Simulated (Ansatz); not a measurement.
**WSO: reading a single point**

```
W O S
1.0
     3.59171    0.00000    0.00000
     0.00000    3.59171    0.00000
     0.00000    0.00000    6.25629
W O S
2 2 2
Cartesian
  0.0000 1.7959 1.2513
  1.7959 0.0000 5.0050
  0.0000 0.0000 0.0000
  1.7959 1.7959 0.0000
  0.0000 1.7959 3.9915
  1.7959 0.0000 2.2648
```

Single point in Ansatz 0.2.0 with PBE, spin-orbit coupling. Cutoff 420 eV, PAW datasets, 7×7×4 Γ-centred k mesh, fermi-dirac filling (width 0.1 eV).

The state carries no moments; the state need not be the lowest.

- Electronic structure: It is a metal, with about 6.3 states/eV a cell as the mean within 0.25 eV of the Fermi level, mostly W d (79 %).
- Charges: Bader charges in e: W +1.88, S -0.77, O -1.11. In the mean W gives up most and O takes most.
- Stress: The pressure is -11.7 GPa (compression positive), so with the atoms held at these fractions the cell would first shrink. The principal stresses -15.0, -15.0, -5.1 GPa differ, so its shape would change too.
- Forces: The largest is on S5 (and as large on other atoms): 0.49 eV/Å, components (0.00, 0.00, -0.49). It makes 112° with the line to a nearest neighbour, W2 at 2.73 Å.

Origin: a known structure type with other elements, at an estimated volume, so it need not be a known compound.
